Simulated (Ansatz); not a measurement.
Input file for Ansatz (a quantum-chemistry and plane-wave program):

Ansatz 0.2 input:
```yaml
crystal:
  lattice:
    - [4.0815907316, 0.0, 0.0]
    - [0.0, 5.040832705, 0.0]
    - [0.0, 0.0, 4.4959222017]
  atoms:
    - { symbol: Si, position: [0.5, 0.3479082288, 0.75] }
    - { symbol: Si, position: [0.5, 0.6520917712, 0.25] }
    - { symbol: Si, position: [0.0, 0.1520917712, 0.25] }
    - { symbol: Si, position: [0.0, 0.8479082288, 0.75] }
    - { symbol: O, position: [0.2684128497, 0.6171570476, 0.5801603537] }
    - { symbol: O, position: [0.7315871503, 0.3828429524, 0.4198396463] }
    - { symbol: O, position: [0.2315871503, 0.8828429524, 0.0801603537] }
    - { symbol: O, position: [0.7684128497, 0.1171570476, 0.9198396463] }
    - { symbol: O, position: [0.7684128497, 0.8828429524, 0.4198396463] }
    - { symbol: O, position: [0.2315871503, 0.1171570476, 0.5801603537] }
    - { symbol: O, position: [0.7315871503, 0.6171570476, 0.9198396463] }
    - { symbol: O, position: [0.2684128497, 0.3828429524, 0.0801603537] }
kpoints:
  mp_grid: { grid: [7, 6, 6] }
hamiltonian:
  xc: pbesol
  pseudopotentials: { kind: paw }
scf:
  occupations: { method: fixed }
elastic: { mode: relaxed_ion, stencil: two_point, amplitude: 0.005, f_tol: 0.0005 }
```

Output (shortened):

```
Pseudopotential: Si, paw, valence charge 4
Pseudopotential: O, paw, valence charge 6
Functional definition: PBEsol
Crystal: 12 atoms, lattice volume = 92.502 Å³
Basis set: ecut = 420 eV, 1827 PW (Γ), exchange–correlation on 60×72×64 points (8 copies of the dense FFT grid, shifted against one another)
Bands: 44, of which v1, the nominal top of the filled ones, is band 32 counted from 1 (31 counted from 0)
Symmetry: 8 space group operations
Space group: Pbcn (ITA 60), of the structure as read, at distance tolerance 4.5e-5 Å
k-points: 64 of 252
SCF 1 converged in 9 iterations: F = -6985.011173 eV  dr2 = 5.64e-14
relax step   1: F+E_penalty+E_count = -6985.01117302 eV  Δ(F+E_penalty+E_count) = +0.000e0 eV  max|allowed force component| = 1.181e-3 eV/Å  Δτ_max = 0.0000 Å  (9 SCF iters, accepted)
Crystal: 12 atoms, lattice volume = 92.502 Å³
SCF 2 converged in 7 iterations: F = -6985.011173 eV  dr2 = 6.49e-14
relax step   2: F+E_penalty+E_count = -6985.01117321 eV  Δ(F+E_penalty+E_count) = -1.842e-7 eV  max|allowed force component| = 4.555e-4 eV/Å  Δτ_max = 0.0000 Å  (7 SCF iters, accepted)
Crystal: 12 atoms, lattice volume = 92.502 Å³
SCF 3 converged in 10 iterations: F = -6985.011173 eV  dr2 = 1.35e-16
Crystal: 12 atoms, lattice volume = 92.039 Å³
Basis set: ecut = 420 eV, 1823 PW (Γ), exchange–correlation on 60×72×64 points (8 copies of the dense FFT grid, shifted against one another)
SCF 4 converged in 9 iterations: F = -6985.006980 eV  dr2 = 3.46e-14
relax step   1: F+E_penalty+E_count = -6985.00697986 eV  Δ(F+E_penalty+E_count) = +0.000e0 eV  max|allowed force component| = 4.971e-2 eV/Å  Δτ_max = 0.0000 Å  (9 SCF iters, accepted)
Crystal: 12 atoms, lattice volume = 92.039 Å³
SCF 5 converged in 8 iterations: F = -6985.007420 eV  dr2 = 4.66e-15
relax step   2: F+E_penalty+E_count = -6985.00742000 eV  Δ(F+E_penalty+E_count) = -4.401e-4 eV  max|allowed force component| = 1.175e-2 eV/Å  Δτ_max = 0.0019 Å  (8 SCF iters, accepted)
Crystal: 12 atoms, lattice volume = 92.039 Å³
SCF 6 converged in 7 iterations: F = -6985.007446 eV  dr2 = 4.74e-14
relax step   3: F+E_penalty+E_count = -6985.00744588 eV  Δ(F+E_penalty+E_count) = -2.588e-5 eV  max|allowed force component| = 8.158e-3 eV/Å  Δτ_max = 0.0003 Å  (7 SCF iters, accepted)
Crystal: 12 atoms, lattice volume = 92.039 Å³
SCF 7 converged in 8 iterations: F = -6985.007459 eV  dr2 = 1.58e-15
relax step   4: F+E_penalty+E_count = -6985.00745922 eV  Δ(F+E_penalty+E_count) = -1.333e-5 eV  max|allowed force component| = 9.246e-4 eV/Å  Δτ_max = 0.0004 Å  (8 SCF iters, accepted)
Crystal: 12 atoms, lattice volume = 92.039 Å³
SCF 8 converged in 6 iterations: F = -6985.007459 eV  dr2 = 6.95e-14
relax step   5: F+E_penalty+E_count = -6985.00745935 eV  Δ(F+E_penalty+E_count) = -1.374e-7 eV  max|allowed force component| = 2.923e-5 eV/Å  Δτ_max = 0.0000 Å  (6 SCF iters, accepted)
Crystal: 12 atoms, lattice volume = 92.039 Å³
SCF 9 converged in 10 iterations: F = -6985.007459 eV  dr2 = 2.23e-17
Crystal: 12 atoms, lattice volume = 92.964 Å³
SCF 10 converged in 9 iterations: F = -6985.006694 eV  dr2 = 3.31e-14
relax step   1: F+E_penalty+E_count = -6985.00669388 eV  Δ(F+E_penalty+E_count) = +0.000e0 eV  max|allowed force component| = 5.061e-2 eV/Å  Δτ_max = 0.0000 Å  (9 SCF iters, accepted)
Crystal: 12 atoms, lattice volume = 92.964 Å³
SCF 11 converged in 8 iterations: F = -6985.007187 eV  dr2 = 1.16e-14
[...]
SCF 59 converged in 9 iterations: F = -6985.009434 eV  dr2 = 3.27e-15
relax step   2: F+E_penalty+E_count = -6985.00943427 eV  Δ(F+E_penalty+E_count) = -2.496e-4 eV  max|allowed force component| = 3.025e-3 eV/Å  Δτ_max = 0.0026 Å  (9 SCF iters, accepted)
Crystal: 12 atoms, lattice volume = 92.501 Å³
SCF 60 converged in 8 iterations: F = -6985.009437 eV  dr2 = 7.76e-15
relax step   3: F+E_penalty+E_count = -6985.00943656 eV  Δ(F+E_penalty+E_count) = -2.291e-6 eV  max|allowed force component| = 1.152e-3 eV/Å  Δτ_max = 0.0002 Å  (8 SCF iters, accepted)
Crystal: 12 atoms, lattice volume = 92.501 Å³
SCF 61 converged in 7 iterations: F = -6985.009437 eV  dr2 = 3.91e-14
relax step   4: F+E_penalty+E_count = -6985.00943675 eV  Δ(F+E_penalty+E_count) = -1.844e-7 eV  max|allowed force component| = 4.163e-4 eV/Å  Δτ_max = 0.0000 Å  (7 SCF iters, accepted)
Crystal: 12 atoms, lattice volume = 92.501 Å³
SCF 62 converged in 10 iterations: F = -6985.009437 eV  dr2 = 6.00e-17
SCF converged after 10 iterations
Stability not checked: this state was not tested for a lower state beside it, because too few of the mixer's solves of this state at the end of the SCF gave a …
Free energy (F): -6985.011173 eV
Harris-Foulkes:  -6985.011173 eV  (|F-HF|=1.82e-12)
Internal energy: -6985.011173 eV  (E = F + TS)
E sigma→0 (E₀):  -6985.011173 eV
Fermi energy:    10.224158 eV
--- Per-component energies (eV) ---
  E_band       = 141.741615
  E_kinetic    = 1621.926796
  E_local      = -2375.390005  (includes V_loc(G=0)·N_el)
  E_nonlocal   = 475.342647
  E_hartree    = 839.116856
  E_xc         = -814.589997
  E_vxc        = -953.917328  (∫ρ·V_xc dr)
  E_paw        = -3221.800535  (= ΣΔE_a)
  E_vpaw       = -304.474727  (= ΣTr[D̂ρ^β])
  E_aug_tail   = 0.020520  (compensation charges beyond the density's cutoff)
  E_ewald      = -3510.046002
  E_core_change = 0.408546  (= ΣΔE_core)
  E_smearing   =  0.000000  (= −TS)
  E_closure    =  0.000000  (closes the sum)
  Σ components = -6985.011173   (vs F -6985.011173, Δ=0.00e0)
--- Forces (eV/Å), atoms counted from 1 ---
  atom   1  Si     0.00000000     0.00016569     0.00000000
  atom   2  Si     0.00000000    -0.00016569     0.00000000
  atom   3  Si     0.00000000    -0.00016569     0.00000000
  atom   4  Si     0.00000000     0.00016569     0.00000000
  atom   5  O      0.00045548    -0.00028081    -0.00016294
  atom   6  O     -0.00045548     0.00028081     0.00016294
  atom   7  O     -0.00045548     0.00028081    -0.00016294
  atom   8  O      0.00045548    -0.00028081     0.00016294
  atom   9  O      0.00045548     0.00028081     0.00016294
  atom  10  O     -0.00045548    -0.00028081    -0.00016294
  atom  11  O     -0.00045548    -0.00028081     0.00016294
  atom  12  O      0.00045548     0.00028081    -0.00016294
  max |Σ_I F_I| component: 3.20e-18 eV/Å
--- Stress (GPa, compression-positive) ---
       -0.016187       0.000000       0.000000
        0.000000      -0.011859       0.000000
        0.000000       0.000000      -0.007472
  P = ⅓ Tr σ = -0.0118 GPa (-0.118 kbar)
--- Band table (eV; the first three rows and the last of 64) ---
  k-point 0: bands = ["-11.8064", "-9.0094", "-8.7535", "-8.4559", "-8.1705", "-7.4783", "-7.4617", "-7.2261", "-0.0528", "0.9596", "1.8406", "2.1642", "3.0072", "3.3447", "3.6614", "4.5945", "4.9174", "5.2943", "5.5486", "5.7284", "6.2066", "6.4897", …
  k-point 1: bands = ["-11.6731", "-9.1426", "-8.9390", "-8.4280", "-8.0985", "-7.5152", "-7.3966", "-7.2787", "-0.0285", "1.1782", "1.3134", "2.8530", "3.2940", "3.4164", "3.4711", "4.3718", "4.5730", "4.8692", "5.8655", "6.3431", "6.3585", "6.5449", …
  k-point 2: bands = ["-11.2830", "-9.9050", "-8.7512", "-8.4055", "-7.9009", "-7.6046", "-7.4265", "-7.4164", "0.0569", "0.5991", "2.2891", "3.2411", "3.2815", "3.5818", "3.9581", "3.9924", "4.1017", "4.7701", "5.5456", "6.2535", "6.4308", "6.5082", …
  k-point 63: bands = ["-9.3521", "-9.3521", "-9.2992", "-9.2992", "-8.2159", "-8.2159", "-8.1337", "-8.1337", "1.6507", "1.6507", "2.0427", "2.0427", "3.9226", "3.9226", "4.1305", "4.1305", "5.0726", "5.0726", "5.2077", "5.2077", "6.9926", "6.9926", …
--- Elastic constants: 6 strain directions × 2 members + reference (group order 8) ---
  dense FFT box of the reference and of every strained cell: 30×36×32
  strains applied: 11, 22, 33, 23, 13, 12; error gains …
  reference relaxed by the batch: 2 steps …
  largest displacement 2.9e-5 Å; the constants are those of the deck's cell at these positions:
  atoms:
    - { symbol: Si, position: [0.49999999999999994, 0.3479046701112193, 0.75] }
    - { symbol: Si, position: [0.49999999999999994, 0.6520953298887806, 0.25] }
    - { symbol: Si, position: [0.0, 0.15209532988878072, 0.25] }
    - { symbol: Si, position: [0.0, 0.8479046701112193, 0.75] }
    - { symbol: O, position: [0.26841941980853073, 0.617155522612257, 0.580162001107463] }
    - { symbol: O, position: [0.7315805801914692, 0.3828444773877429, 0.4198379988925371] }
    - { symbol: O, position: [0.23158058019146924, 0.882844477387743, 0.08016200110746295] }
    - { symbol: O, position: [0.7684194198085307, 0.11715552261225706, 0.9198379988925371] }
    - { symbol: O, position: [0.7684194198085307, 0.882844477387743, 0.4198379988925371] }
    - { symbol: O, position: [0.23158058019146924, 0.11715552261225706, 0.580162001107463] }
    - { symbol: O, position: [0.7315805801914692, 0.617155522612257, 0.9198379988925371] }
    - { symbol: O, position: [0.26841941980853073, 0.3828444773877429, 0.08016200110746295] }
  C = ∂σ_k/∂η_j (tension-positive GPa; Voigt order 11 22 33 23 13 12):
       534.401    176.427    167.141      0.000      0.000      0.000
       176.451    585.219    164.414      0.000      0.000      0.000
       167.332    164.451    655.385      0.000      0.000      0.000
         0.000      0.000      0.000    205.221      0.000      0.000
         0.000      0.000      0.000      0.000    228.528      0.000
         0.000      0.000      0.000      0.000      0.000    252.148
  reference stress σ⁰ (GPa):      0.016      0.012      0.007      0.000      0.000      0.000
  moduli (Voigt/Reuss/Hill, GPa): K = 310.14/308.59/309.36   G = 221.64/219.24/220.44   E = 534.40   ν = 0.212
  mechanically stable: yes (min eigenvalue of sym C = 205.22 GPa)
  strain η (Voigt 11):  stress-route row diagonal C_11 = 534.40 GPa, energy-path curvature d²(F+E_count+ΔE)/dδ²/Ω₀ = 534.62 GPa
         δ    σ_11 (GPa)             F (eV)   n_scf  n_hpsi   n_pw
    -5.000e-3      -2.6861       -6985.0074594      10   42558   1823   relax 5 steps, max|allowed force component| 2.92e-5 eV/Å
     5.000e-3       2.6579       -6985.0071887       9   41244   1836   relax 3 steps, max|allowed force component| 1.94e-4 eV/Å
  strain η (Voigt 22):  stress-route row diagonal C_22 = 585.22 GPa, energy-path curvature d²(F+E_count+ΔE)/dδ²/Ω₀ = 585.68 GPa
         δ    σ_22 (GPa)             F (eV)   n_scf  n_hpsi   n_pw
    -5.000e-3      -2.9680       -6985.0068430      10   43153   1820   relax 4 steps, max|allowed force component| 1.38e-4 eV/Å
     5.000e-3       2.8842       -6985.0067547       9   41178   1844   relax 3 steps, max|allowed force component| 4.88e-4 eV/Å
  strain η (Voigt 33):  stress-route row diagonal C_33 = 655.39 GPa, energy-path curvature d²(F+E_count+ΔE)/dδ²/Ω₀ = 653.96 GPa
         δ    σ_33 (GPa)             F (eV)   n_scf  n_hpsi   n_pw
    -5.000e-3      -3.3173       -6985.0064132       9   41237   1815   relax 5 steps, max|allowed force component| 2.44e-4 eV/Å
     5.000e-3       3.2366       -6985.0063734      10   43697   1836   relax 3 steps, max|allowed force component| 1.61e-4 eV/Å
  strain η (Voigt 23):  stress-route row diagonal C_44 = 205.22 GPa, energy-path curvature d²(F+E_count+ΔE)/dδ²/Ω₀ = 205.27 GPa
         δ    σ_23 (GPa)             F (eV)   n_scf  n_hpsi   n_pw
    -5.000e-3      -1.0261       -6985.0096491      10   54654   1826   relax 5 steps, max|allowed force component| 5.29e-5 eV/Å
     5.000e-3       1.0261       -6985.0096491      10   54637   1826   relax 3 steps, max|allowed force component| 1.53e-4 eV/Å
  strain η (Voigt 13):  stress-route row diagonal C_55 = 228.53 GPa, energy-path curvature d²(F+E_count+ΔE)/dδ²/Ω₀ = 228.46 GPa
         δ    σ_13 (GPa)             F (eV)   n_scf  n_hpsi   n_pw
    -5.000e-3      -1.1426       -6985.0095464      10   59155   1824   relax 4 steps, max|allowed force component| 2.29e-4 eV/Å
     5.000e-3       1.1426       -6985.0095464      10   60063   1824   relax 3 steps, max|allowed force component| 2.17e-4 eV/Å
  strain η (Voigt 12):  stress-route row diagonal C_66 = 252.15 GPa, energy-path curvature d²(F+E_count+ΔE)/dδ²/Ω₀ = 252.00 GPa
         δ    σ_12 (GPa)             F (eV)   n_scf  n_hpsi   n_pw
    -5.000e-3      -1.2607       -6985.0094368      10   59945   1828   relax 5 steps, max|allowed force component| 9.49e-6 eV/Å
     5.000e-3       1.2608       -6985.0094367      10   59958   1828   relax 4 steps, max|allowed force component| 4.16e-4 eV/Å
```

Cost: very roughly 14 core-minutes on shared cores.

The workflow started from a Materials Project entry (that database holds measured and hypothetical structures alike); the Crystallography Open Database copy checked does not list it. It is not the phase usual at ambient conditions (space group No. 92, 152, 154). The cell was relaxed with PBEsol under the symmetry of its start; whether a distortion lowers the energy is not shown.

Potentials: the later of the program's two PAW sets.

Ansatz is a plane-wave DFT program.
